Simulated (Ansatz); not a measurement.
Starting structure of a cell relaxation (symmetry kept):

```cif
data_structure
_symmetry_space_group_name_H-M 'P4_32_12'
_symmetry_Int_Tables_number 96
_cell_length_a 5.9574
_cell_length_b 5.9574
_cell_length_c 7.0947
_cell_angle_alpha 90.000
_cell_angle_beta 90.000
_cell_angle_gamma 90.000
_cell_volume 251.80
loop_
_atom_site_label
_atom_site_type_symbol
_atom_site_symmetry_multiplicity
_atom_site_Wyckoff_symbol
_atom_site_fract_x
_atom_site_fract_y
_atom_site_fract_z
_atom_site_occupancy
Ge1 Ge 4 a 0.08396 0.08396 0.00000 1
Ge2 Ge 8 b 0.16880 0.37351 0.24226 1
```

Method: Ansatz 0.2.0, DFT r2SCAN, scalar-relativistic, plane waves, PAW.

Plane waves to 500 eV, a k mesh through Γ of 6×6×4 on the computed 12-atom cell and Gaussian smearing (0.02 eV); no spin polarisation.

**Question.** What does it relax to?

**Answer.** The volume decreases by 0.08 Å³/atom to 20.91 Å³/atom, and the energy falls by 0.2 meV/atom. Final structure:
```yaml
crystal:
  lattice:
    - [5.94858, 0.00000, 0.00000]
    - [0.00000, 5.94858, 0.00000]
    - [0.00000, 0.00000, 7.08936]
  atoms:
    - { symbol: Ge, position: [0.08447, 0.08447, 0.00000] }
    - { symbol: Ge, position: [0.41553, 0.58447, 0.75000] }
    - { symbol: Ge, position: [0.91553, 0.91553, 0.50000] }
    - { symbol: Ge, position: [0.58447, 0.41553, 0.25000] }
    - { symbol: Ge, position: [0.16920, 0.37281, 0.24428] }
    - { symbol: Ge, position: [0.12719, 0.66920, 0.99428] }
    - { symbol: Ge, position: [0.83080, 0.62719, 0.74428] }
    - { symbol: Ge, position: [0.87281, 0.33080, 0.49428] }
    - { symbol: Ge, position: [0.66920, 0.12719, 0.00572] }
    - { symbol: Ge, position: [0.62719, 0.83080, 0.25572] }
    - { symbol: Ge, position: [0.33080, 0.87281, 0.50572] }
    - { symbol: Ge, position: [0.37281, 0.16920, 0.75572] }
```

Course of the relaxation (steps run on the plane waves of an earlier cell, and the basis is chosen afresh near the end, so energy and pressure can step there; trial steps that raised the energy were taken back; energies are free energies):

```json
{"step": "1", "E − E_final (meV/atom)": "0.2", "largest force component (eV/Å)": "0.040", "P (GPa)": "-0.10", "V (Å³/atom)": "20.98"}
{"step": "2", "E − E_final (meV/atom)": "0.1", "largest force component (eV/Å)": "0.028", "P (GPa)": "0.14", "V (Å³/atom)": "20.84"}
{"step": "3", "E − E_final (meV/atom)": "0.0", "largest force component (eV/Å)": "0.006", "P (GPa)": "0.01", "V (Å³/atom)": "20.90"}
{"step": "4", "E − E_final (meV/atom)": "0.0", "largest force component (eV/Å)": "0.003", "P (GPa)": "0.00", "V (Å³/atom)": "20.91"}
{"step": "5", "E − E_final (meV/atom)": "0.0", "largest force component (eV/Å)": "0.003", "P (GPa)": "0.00", "V (Å³/atom)": "20.91"}
```